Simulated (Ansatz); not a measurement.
ZnFI as a Janus 2H monolayer at its r2SCAN geometry, run in the PAW code Ansatz at 2 levels of theory. The cell comes from a prototype generator: it can be a known phase or a hypothetical one. Spin polarisation is off.

The PBE0 input:
```yaml
crystal:
  lattice:
    - [3.6172055537, 0.0, 0.0]
    - [-1.8086027768, 3.1325919002, 0.0]
    - [0.0, 0.0, 29.2390839184]
  atoms:
    - { symbol: Zn, position: [0.3333333333, 0.6666666667, 0.3177056327] }
    - { symbol: F, position: [0.6666666667, 0.3333333333, 0.3515667074] }
    - { symbol: I, position: [0.6666666667, 0.3333333333, 0.2541492033] }
  periodic: [true, true, false]
kpoints:
  mp_grid: { grid: [6, 6, 1] }
  band_path:
    path: [[0.0, 0.0, 0.0], [0.5, 0.0, 0.0], [0.3333333333, 0.3333333333, 0.0]]
    npoints: 1
hamiltonian:
  xc: pbe0
scf:
  occupations: { method: fixed }
  n_extra_bands: 4
output:
  forces: true
  stress: true
  eigenvalues: true
```

Main results, then, where recorded, the levels near the gap in eV from the Fermi energy (columns number the bands from 0), one row a point of the path (Γ, M, K):
```
Crystal: 3 atoms, lattice volume = 331.315 Å³
Symmetry: 6 space group operations
Space group: P3m1 (ITA 156)
```
```
Basis set: ecut = 420 eV, 6409 PW (Γ)
k-points: 7 of 36 (time reversal used)
SCF 1 stopped early in 7 iterations: F = -11640.247199 eV  dr2 = 6.64e-7
SCF 2 stopped early in 7 iterations: F = -11644.027985 eV  dr2 = 5.42e-6
hybrid outer 1: dexx = +2.562e-2 eV, tail = 8.33e-5 eV
SCF 3 converged in 8 iterations: F = -11644.027428 eV  dr2 = 7.13e-11
hybrid outer 2: dexx = +1.560e-6 eV, tail = 4.53e-8 eV, Δε = 4.61e-3 eV, ΔF = 1.86e-2 eV/Å
SCF 4 converged in 3 iterations: F = -11644.027428 eV  dr2 = 1.46e-10
hybrid outer 3: dexx = +1.236e-9 eV, tail = 4.02e-10 eV, Δε = 9.08e-5 eV, ΔF = 4.97e-4 eV/Å
Free energy (F): -11644.027428 eV
Fermi energy:    -5.958002 eV
--- Forces (eV/Å), atoms counted from 1 ---
  atom   1  Zn      0.00000      0.00000      0.01482
  atom   2  F       0.00000      0.00000    -0.01600
  atom   3  I       0.00000      0.00000      0.00117
--- 2D stress c σ (N/m, compression-positive) ---
        0.121836       0.000000       0.000000
        0.000000       0.121836       0.000000
        0.000000       0.000000       0.000000
  P = ½ c Tr σ = 0.1218 N/m
```
```tsv
band_14	band_15	band_16	band_17	band_18	band_19	band_20
-5.388	-3.960	0.000	0.000	1.877	5.410	6.086
-5.752	-5.531	-2.303	-1.433	2.864	5.096	6.879
-5.883	-4.891	-4.045	-1.949	3.474	5.155	7.991
```

PBE0 gives a direct gap of 1.88 eV at Γ.

r2SCAN0. Against the first input these blocks differ (the band path and keys that only write files left aside):
```yaml
hamiltonian:
  xc: r2scan0
```

```
Basis set: ecut = 500 eV, 8519 PW (Γ)
k-points: 7 of 36 (time reversal used)
SCF 1 stopped early in 7 iterations: F = -11663.528281 eV  dr2 = 2.70e-6
SCF 2 stopped early in 7 iterations: F = -11661.861580 eV  dr2 = 4.59e-6
hybrid outer 1: dexx = +1.387e-2 eV, tail = 5.32e-5 eV
SCF 3 converged in 7 iterations: F = -11661.861221 eV  dr2 = 7.81e-10
hybrid outer 2: dexx = +7.882e-7 eV, tail = 1.75e-8 eV, Δε = 4.23e-3 eV, ΔF = 6.04e-3 eV/Å
Free energy (F): -11661.861221 eV
Fermi energy:    -6.110601 eV
--- Forces (eV/Å), atoms counted from 1 ---
  atom   1  Zn      0.00000      0.00000      0.01294
  atom   2  F       0.00000      0.00000    -0.10337
  atom   3  I       0.00000      0.00000      0.09034
--- 2D stress c σ (N/m, compression-positive) ---
       -0.349436       0.000000       0.000000
        0.000000      -0.349436       0.000000
        0.000000       0.000000       0.000000
  P = ½ c Tr σ = -0.3494 N/m
```
```tsv
band_14	band_15	band_16	band_17	band_18	band_19	band_20
-5.634	-4.081	0.000	0.000	2.096	5.797	6.392
-5.990	-5.647	-2.361	-1.461	3.120	5.352	7.226
-6.123	-4.967	-4.113	-2.005	3.743	5.375	8.325
```

r2SCAN0 gives a direct gap of 2.10 eV at Γ. The mean stress, -0.3 N/m, is small, and the program warns that its thresholds are loose for a hybrid's stress.

Totals of different functionals can't be compared.

Spin-orbit coupling is left out, which matters wherever the heavy atoms make up the band edges.

The meshes of the hybrids are coarse, so their gaps aren't converged to the digits shown.
